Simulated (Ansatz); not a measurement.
Electric field gradients in BN

The cell is a computed structure from the Materials Project (it need not be an observed phase), taken as it stands.

```
CELL_PARAMETERS angstrom
2.50164 0.00000 0.00000
-1.25082 2.16648 0.00000
0.00000 0.00000 7.36932
ATOMIC_POSITIONS crystal
B 0.66667 0.33333 0.75000
B 0.33333 0.66667 0.25000
N 0.00000 0.00000 0.75000
N 0.00000 0.00000 0.25000
```

Sites (sets of like atoms) are named by element and the number of their first atom in this list.

Computed with Ansatz: DFT, PBE, plane waves and PAW, scalar-relativistic, 420 eV cutoff, Γ-centred 14×14×4 k-points, Fermi–Dirac smearing 0.02 eV.

C_Q = eQV_zz/h, which is 24.18 MHz for Q = 1 b and V_zz = 10²¹ V/m²; η = (V_xx − V_yy)/V_zz.

¹¹B: I = 3/2, Q = 40.59 mb; ¹⁴N: I = 1, Q = 20.44 mb. Q values from Pyykkö, Mol. Phys. 116, 1328 (2018).

Question: Which values are expected at the nuclei?

Answer: 

| site | atoms (order as listed) | first shell | V_zz (10²¹ V/m²) | η | C_Q (MHz) |
| --- | --- | --- | --- | --- | --- |
| B | 1, 2 | 3 N at 1.44 Å | 2.79 | 0.00 | 2.74 |
| N | 3, 4 | 3 B at 1.44 Å | -0.23 | 0.00 | -0.113 |

An axis of threefold or higher order runs through B and N, so V_zz lies along it and η is zero.

The run took 1.1 s of wall time (3.5 s of CPU time) and 0.35 GiB at its peak, on 4 threads of Arm Neoverse V1 (aarch64; 8 cores open to the job, memory cap 8.0 GiB, no GPU), a shared host with a load of 0.7 a core.
